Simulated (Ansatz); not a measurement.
With plane-wave PAW PBEsol (Ansatz code), AlGaAs$_{2}$ in the tetragonal phase (P-4m2; Ga on 1a, As on 2g, Al on 1c) relaxes to a = 4.011 Å, c = 5.660 Å. Ga has 4 nearest neighbours from 2.45 Å (tetrahedral); As has 4 nearest neighbours from 2.45 Å (tetrahedral); Al has 4 nearest neighbours from 2.45 Å (tetrahedral). Its formation energy from the elements is -0.37 eV/atom, with no fitted shifts.

It is gapped at this level: 1.01 eV (direct). The valence maximum lies at Γ and the conduction minimum at Γ. The screened hybrid HSE06 puts the gap at 1.86 eV. Gap from PBEsol with spin–orbit coupling: 0.91 eV. Electrons at the band edge weigh 0.069, 0.069, 0.11 mₑ (principal values).

The bulk modulus is 70.7 GPa. The relaxed-ion elastic constants in GPa are C11 = 134, C12 = 26.9, C13 = 51.9, C33 = 108, C44 = 52.7, C66 = 28.4. The elastic constants imply a Debye temperature near 353 K. Perturbation theory gives ε∞ = 11.5 (xx = yy), 11.5 (zz). Letting the ions move raises it to ε0 = 13.5 (xx = yy), 13.6 (zz). Born charges are Ga +2.23, As -2.14, Al +2.05 e. The phonon dispersion is stable (no imaginary branch). Without the LO–TO term the highest mode at Γ lies at 367 cm⁻¹.

The start of the workflow was typed in or built on a structure type; neither database checked (COD, Materials Project) lists it. Whether it is the stable phase at ambient conditions was not checked. The PBEsol relaxation kept the symmetry of its start. The references are the lowest solids computed at this level, not always the standard phases. Scalar-relativistic: spin–orbit coupling is off unless named, which matters more the heavier the elements.

Potentials: the later of the program's two PAW sets.
